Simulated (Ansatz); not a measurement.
Clamped-ion strain scan in Si

These are results of DFT LDA, scalar-relativistic, plane waves, PAW in Ansatz, not measurements. Settings: plane waves to 420 eV, k-mesh 12×12×6 (Γ-centred), Gaussian smearing 0.03 eV. No spin polarisation. Energies are free energies at this smearing, counted from the undisturbed cell; pressure is positive in compression.

The undisturbed cell (as given, not relaxed at this level; it stands at -2.0 GPa; this form isn't the usual structure):

```
Si
1.0
     3.83132    0.00000    0.00000
    -1.91566    3.31802    0.00000
     0.00000    0.00000    6.33262
Si
4
Cartesian
  0.0000 2.2120 0.3990
  1.9157 1.1060 3.5653
  0.0000 2.2120 2.7673
  1.9157 1.1060 5.9336
```

The cell is strained by ε times the Voigt pattern (0, 1, 0, 0, 0, 0) (xx, yy, zz, yz, xz, xy; engineering shear) with fractional coordinates fixed.

| ε | ΔE (meV/atom) | stress summed along the pattern (GPa, tension positive) | pressure (GPa) | gap on the mesh (eV) |
| --- | --- | --- | --- | --- |
| -0.1500 | 382.9 | -51.16 | 21.0 | 0.00 |
| -0.1125 | 186.8 | -32.68 | 12.9 | 0.00 |
| -0.0750 | 68.2 | -18.20 | 6.6 | 0.00 |
| -0.0375 | 10.3 | ? | 1.7 | 0.00 |
| 0.0000 | 0.0 | 2.09 | -2.0 | 0.31 |
| 0.0375 | 26.6 | 8.89 | -4.9 | 0.12 |
| 0.0750 | ? | 13.97 | ? | 0.00 |
| 0.1125 | 155.7 | 17.52 | -8.6 | 0.00 |
| 0.1312 | ? | ? | -9.2 | 0.00 |
| 0.1500 | 244.2 | 19.80 | -9.6 | 0.00 |

Where the gap reads zero the k-mesh, chosen for the insulator, is on the coarse side.

Task: Give the withheld values.

Result: stress summed along the pattern (GPa, tension positive) at ε = -0.0375: -6.82; ΔE (meV/atom) at ε = 0.0750: 81.1; pressure (GPa) at ε = 0.0750: -7.0; ΔE (meV/atom) at ε = 0.1312: 198.6; stress summed along the pattern (GPa, tension positive) at ε = 0.1312: 18.91.